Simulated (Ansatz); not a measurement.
Input file for Ansatz (a program for electronic structure):

Ansatz 0.2 input:
```yaml
crystal:
  lattice:
    - [3.5081762106, 0.0, 0.0]
    - [-1.7540881053, 3.0381697193, 0.0]
    - [0.0, 0.0, 6.6601737153]
  atoms:
    - { symbol: Br, position: [0.3333333333, 0.6666666667, 0.2490734369] }
    - { symbol: Br, position: [0.6666666667, 0.3333333333, 0.7509265631] }
    - { symbol: Ti, position: [0.0, 0.0, 0.0] }
kpoints:
  mp_grid: { grid: [10, 10, 5] }
  band_path:
    path:
      - [[0.0, 0.0, 0.0], [0.5, 0.0, 0.0], [0.3333333333, 0.3333333333, 0.0], [0.0, 0.0, 0.0], [0.0, 0.0, 0.5], [0.5, 0.0, 0.5], [0.3333333333, 0.3333333333, 0.5], [0.0, 0.0, 0.5]]  # Γ-M-K-Γ-A-L-H-A
      - [[0.5, 0.0, 0.5], [0.5, 0.0, 0.0]]  # L-M
      - [[0.3333333333, 0.3333333333, 0.5], [0.3333333333, 0.3333333333, 0.0]]  # H-K
    npoints: 8
hamiltonian:
  xc: r2scan
  dispersion: d4
  pseudopotentials: { kind: paw }
magnetization: { noncollinear: true, spin_orbit: true }
scf:
  n_extra_bands: 12
  convergence: { dr2_threshold: 0.0000000001 }
  occupations: { method: gaussian, width: 0.05 }
output: { eigenvalues: true }
```

Output (shortened):

```
Pseudopotential: Br, paw_fr, valence charge 7
Pseudopotential: Ti, paw_fr, valence charge 12
Functional definition: r2SCAN
non-collinear run that drives no moment, with spin-orbit …
Crystal: 3 atoms, lattice volume = 70.987 Å³
Basis set: ecut = 500 eV, 1801 PW (Γ), exchange–correlation on 108×108×200 points (64 copies of the dense FFT grid, shifted against one another)
Bands: 38, of which v1, the nominal top of the filled ones, is band 26 counted from 1 (25 counted from 0)
Symmetry: 12 space group operations + 12 with time reversal
k-points: 58 of 500
Projection manifold: j_resolved (fully-relativistic pseudo-atomic orbitals)
SCF iter   1: F=—  HF=-8092.083829 eV  |F-HF|=—  |Δ(HF+E_count)|=         —  Δρ=1.76e-1  dr2=5.91e1  dr2_τ=2.49e-1  dr2_m=0.00e0 (ungated)  ethr=3.10e-3  |M|=0.00e0 ∫|m|=0.00e0 μB  |m|>n=0.0e0 m-floor=0.0e0 τ_xc=0.0e0  β_m=0.30  ⟨swp⟩=9.8  Hψ=6357  notcnv=0  defer=28
preconditioner: auto → Kerker (q_TF=auto, 2.308 Å⁻¹)
spin=Noncollinear: Kerker preconditioning applied to the charge; magnetization (m_x, m_y, m_z) channels mix plain (no charge-response kernel on spin).
SCF iter   2: F=—  HF=-8086.943349 eV  |F-HF|=—  |Δ(HF+E_count)|=    5.14e0  Δρ=3.68e-2  dr2=4.27e0  dr2_τ=1.44e-1  dr2_m=0.00e0 (ungated)  ethr=3.10e-3  |M|=0.00e0 ∫|m|=0.00e0 μB  |m|>n=0.0e0 m-floor=0.0e0 τ_xc=0.0e0  β_m=0.31  ⟨swp⟩=3.4  Hψ=2585  notcnv=0  defer=232
SCF iter   3: F=—  HF=-8086.865089 eV  |F-HF|=—  |Δ(HF+E_count)|=   7.83e-2  Δρ=2.73e-2  dr2=2.76e0  dr2_τ=2.69e-3  dr2_m=0.00e0 (ungated)  ethr=3.10e-3  |M|=0.00e0 ∫|m|=0.00e0 μB  |m|>n=0.0e0 m-floor=0.0e0 τ_xc=0.0e0  β_m=0.57  ⟨swp⟩=2.1  Hψ=1569  notcnv=0  defer=236
SCF iter   4: F=—  HF=-8086.323347 eV  |F-HF|=—  |Δ(HF+E_count)|=   5.42e-1  Δρ=9.59e-3  dr2=2.41e-1  dr2_τ=4.64e-4  dr2_m=0.00e0 (ungated)  ethr=3.10e-3  |M|=0.00e0 ∫|m|=0.00e0 μB  |m|>n=0.0e0 m-floor=0.0e0 τ_xc=0.0e0  β_m=0.79  ⟨swp⟩=3.5  Hψ=2264  notcnv=0  defer=236
SCF iter   5: F=—  HF=-8086.301563 eV  |F-HF|=—  |Δ(HF+E_count)|=   2.18e-2  Δρ=3.54e-3  dr2=2.43e-2  dr2_τ=2.95e-4  dr2_m=0.00e0 (ungated)  ethr=9.25e-4  |M|=0.00e0 ∫|m|=0.00e0 μB  |m|>n=0.0e0 m-floor=0.0e0 τ_xc=0.0e0  β_m=0.89  ⟨swp⟩=2.0  Hψ=1634  notcnv=0  defer=236
SCF iter   6: F=—  HF=-8086.303999 eV  |F-HF|=—  |Δ(HF+E_count)|=   2.44e-3  Δρ=1.68e-3  dr2=3.32e-3  dr2_τ=2.08e-5  dr2_m=0.00e0 (ungated)  ethr=9.34e-5  |M|=0.00e0 ∫|m|=0.00e0 μB  |m|>n=0.0e0 m-floor=0.0e0 τ_xc=0.0e0  β_m=0.95  ⟨swp⟩=2.0  Hψ=1595  notcnv=0  defer=236
SCF iter   7: F=—  HF=-8086.304812 eV  |F-HF|=—  |Δ(HF+E_count)|=   8.14e-4  Δρ=4.70e-4  dr2=2.34e-4  dr2_τ=1.79e-6  dr2_m=0.00e0 (ungated)  ethr=1.28e-5  |M|=0.00e0 ∫|m|=0.00e0 μB  |m|>n=0.0e0 m-floor=0.0e0 τ_xc=0.0e0  β_m=0.97  ⟨swp⟩=2.1  Hψ=1662  notcnv=0  defer=236
SCF iter   8: F=—  HF=-8086.304891 eV  |F-HF|=—  |Δ(HF+E_count)|=   7.84e-5  Δρ=1.35e-4  dr2=1.26e-5  dr2_τ=3.99e-7  dr2_m=0.00e0 (ungated)  ethr=8.99e-7  |M|=0.00e0 ∫|m|=0.00e0 μB  |m|>n=0.0e0 m-floor=0.0e0 τ_xc=0.0e0  β_m=0.98  ⟨swp⟩=2.0  Hψ=1461  notcnv=0  defer=236
SCF iter  13: F=-8086.304894 eV  HF=-8086.304894 eV  |F-HF|=1.73e-11  |Δ(HF+E_count)|=  5.23e-10  Δρ=2.18e-7  dr2=3.59e-11  dr2_τ=2.86e-13  dr2_m=0.00e0 (ungated)  ethr=1.00e-12  |M|=0.00e0 ∫|m|=0.00e0 μB  |m|>n=0.0e0 m-floor=0.0e0 τ_xc=0.0e0  ⟨swp⟩=12.5  Hψ=4550  notcnv=0
SCF 1 converged in 13 iterations: F = -8086.304894 eV  dr2 = 3.59e-11
NSCF: frozen V_eff on 75 k-points
SCF converged after 13 iterations
Magnetization: |M| = 0.0000 μB,  M = (+0.0000, +0.0000, +0.0000) μB
Absolute magnetization: 0.0000 μB (∫|m|)
  site 0: m = (+0.0000, +0.0000, +0.0000) μB, |m| = 0.0000 μB  (R = 1.08 Å)
  site 1: m = (+0.0000, +0.0000, +0.0000) μB, |m| = 0.0000 μB  (R = 1.08 Å)
  site 2: m = (+0.0000, +0.0000, +0.0000) μB, |m| = 0.0000 μB  (R = 1.08 Å)
Free energy (F): -8086.304894 eV
Harris-Foulkes:  -8086.304894 eV  (|F-HF|=1.73e-11)
Internal energy: -8086.301349 eV  (E = F + TS)
E sigma→0 (E₀):  -8086.303122 eV
Entropy (-TS):   -0.003545 eV (-1.182 meV/atom)
Fermi energy:    8.472006 eV
--- Per-component energies (eV) ---
  E_band       = -250.746490
  E_kinetic    = 542.691282
  E_local      = -1906.680751  (includes V_loc(G=0)·N_el)
  E_nonlocal   = 150.480693
  E_hartree    = 753.918145
  E_xc         = -595.056219
  E_vxc        = -362.085988  (∫ρ·V_xc dr)
  E_paw        = -5590.819715  (= ΣΔE_a)
  E_vpaw       = -203.172736  (= ΣTr[D̂ρ^β])
  E_aug_tail   = 0.000095  (compensation charges beyond the density's cutoff)
  E_vtau       = 20.184647  (kinetic-family band-sum trace: ∫τ·v_τ [+ j·A + Jᵃ·Aᵃ] dr)
  E_ewald      = -1439.971660
  E_disp       = -0.293322  (pairwise vdW)
  E_core_change = -0.569898  (= ΣΔE_core)
  E_smearing   = -0.003545  (= −TS)
  E_closure    = 0.000000  (closes the sum)
  Σ components = -8086.304894   (vs F -8086.304894, Δ=0.00e0)
  [band-id]    e_kinetic+e_local+e_nonlocal+2·e_hartree+e_vxc+e_vpaw+e_augmentation_tail+e_vtau = -250.746467   (vs E_band -250.746490, Δ=2.33e-5)
--- Band table (eV; the first three rows and the last of 58) ---
  k-point 0: bands = ["-51.7221", "-51.7221", "-27.3823", "-27.3823", "-26.7400", "-26.7400", "-26.7297", "-26.7297", "-9.9424", "-9.9424", "-9.3129", "-9.3129", "0.7948", "0.7948", "3.9134", "3.9134", "4.0731", "4.0731", "4.1966", "4.1966", "5.0962", …
  k-point 1: bands = ["-51.7221", "-51.7221", "-27.3823", "-27.3823", "-26.7400", "-26.7400", "-26.7297", "-26.7297", "-9.9025", "-9.9025", "-9.3628", "-9.3628", "1.0002", "1.0002", "3.6780", "3.6780", "3.9314", "3.9314", "4.2106", "4.2106", "5.0439", …
  k-point 2: bands = ["-51.7221", "-51.7221", "-27.3823", "-27.3823", "-26.7400", "-26.7400", "-26.7297", "-26.7297", "-9.8160", "-9.8160", "-9.4653", "-9.4653", "1.4954", "1.4954", "2.9174", "2.9174", "3.9554", "3.9554", "4.2345", "4.2345", "4.9814", …
  k-point 57: bands = ["-51.7129", "-51.7129", "-27.4205", "-27.4205", "-26.8093", "-26.8093", "-26.7304", "-26.7304", "-8.8545", "-8.8545", "-8.8335", "-8.8335", "1.5681", "1.5681", "1.7733", "1.7733", "2.2632", "2.2632", "2.6620", "2.6620", "3.1820", …
```

Cost: roughly 2.5 core-minutes on shared cores.

Space group P-3m1 (CdI2 type). The workflow started from an entry of the Crystallography Open Database (COD). Its standing as an ambient phase is unchecked. Symmetry was held in the r²SCAN+D4 relaxation; whether a distortion lowers the energy is not shown. The run is not spin-polarised. The volume lies over 15 % below that of the usual cell of this phase: another minimum, or an error of the functional.

Potentials: the later of the program's two PAW sets.

Ansatz is a plane-wave DFT program.
